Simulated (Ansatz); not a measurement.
YB2 in space group P6/mmm (No. 191; Y on 1a, B on 2d) at seven volumes, the program Ansatz at the PBEsol level (PAW), shape and atoms relaxed at each. One row is withheld.

| V (Å³/atom) | P (GPa) |
|---|---|
| 10.762 | 19.43 |
| 11.117 | 12.04 |
| 11.472 | 5.58 |
| 11.826 | 0.00 |
| 12.181 | -4.83 |
| 12.536 | -9.00 |
| 12.891 | ? |

Q: Fit the shown pressures and predict the withheld one.

A: Third-order Birch–Murnaghan: P = (3/2)B₀(x^(7/2) − x^(5/2))[1 + (3/4)(B′ − 4)(x − 1)] with x = (V₀/V)^(2/3). Least squares on the six rows gives V₀ = 11.827 Å³/atom, B₀ = 172.7 GPa, B′ = 3.74. At V = 12.891, x = 0.9442 and P = -12.66 GPa. The run itself gave -12.61 GPa.

The workflow started from an entry of the Crystallography Open Database (COD). Its standing as an ambient phase is unchecked. The PBEsol relaxation kept the symmetry of its start; whether a distortion lowers the energy is not shown. No spin polarisation was allowed.

Potentials: the later of the program's two PAW sets.
